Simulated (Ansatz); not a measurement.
Data:

Sn$_{2}$GeTe$_{3}$:
```
Sn2GeTe3
1.0
    4.31604     0.00000     0.00000
   -2.15802     3.73780     0.00000
    0.00000     0.00000    10.60072
Sn Ge Te
2 1 3
Direct
  0.33333   0.66667   0.82574
  0.66667   0.33333   0.17426
  0.00000   0.00000   0.50000
  0.33333   0.66667   0.34886
  0.66667   0.33333   0.65114
  0.00000   0.00000   0.00000
```

This is the LDA-relaxed structure.

Task: All from the program Ansatz at the LDA level (PAW), unless another level is named. Give the highest zone-centre frequency.

Result: 150 cm⁻¹.

Task: Next, the bulk modulus (Birch–Murnaghan fit)?

Result: 53.1 GPa.

Space group P-3m1. The workflow started from a Materials Project entry (that database holds measured and hypothetical structures alike); the Crystallography Open Database copy checked does not list it. With Sn and Ge taken as one species the cell has the higher symmetry Fm-3m, so it may be an ordered model of a mixed-site phase. Its standing as an ambient phase is unchecked. Symmetry was held in the LDA relaxation; of distortions, only those at the zone centre were tested, and some modes there are weakly imaginary. As this level gives no gap, phonon frequencies hold no LO–TO term and depend on the k-mesh and smearing (Fermi–Dirac, 0.1 eV here). Spin–orbit coupling is left out wherever it is not named.

Potentials: the later of the program's two PAW sets.
